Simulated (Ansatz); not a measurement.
Here is the system:

Cs2IBrCl6:
```xyz
10
Lattice="0.0000 5.6209 5.6209 5.6209 0.0000 5.6209 5.6209 5.6209 0.0000" Properties=species:S:1:pos:R:3 pbc="T T T"
Cs     2.8105     2.8105     2.8105
Cs     8.4314     8.4314     8.4314
I      0.0000     0.0000     0.0000
Br     5.6209     5.6209     5.6209
Cl     8.6665     5.6209     5.6209
Cl     2.5754     5.6209     5.6209
Cl     5.6209     8.6665     5.6209
Cl     5.6209     2.5754     5.6209
Cl     5.6209     5.6209     8.6665
Cl     5.6209     5.6209     2.5754
```

This is the r²SCAN-relaxed structure.

**Question.** All from r²SCAN (plane waves, PAW; program Ansatz), unless another level is named. Estimate the electron effective mass with spin–orbit coupling.

**Answer.** 0.20, 0.20, 0.23 mₑ (principal values).

**Question.** Next, the valence-band maximum?

**Answer.** at L.

Space group Fm-3m. The first step of the workflow began from a Materials Project structure, measured or hypothetical; the Crystallography Open Database copy checked does not list it. Its standing as an ambient phase is unchecked. The cell was relaxed with r²SCAN under the symmetry of its start; its stability against distortions is not shown here. Spin–orbit coupling is left out wherever it is not named.

Potentials: the later of the program's two PAW sets.

Edges and masses are those of Kohn–Sham bands, whose gap is no quasiparticle gap.
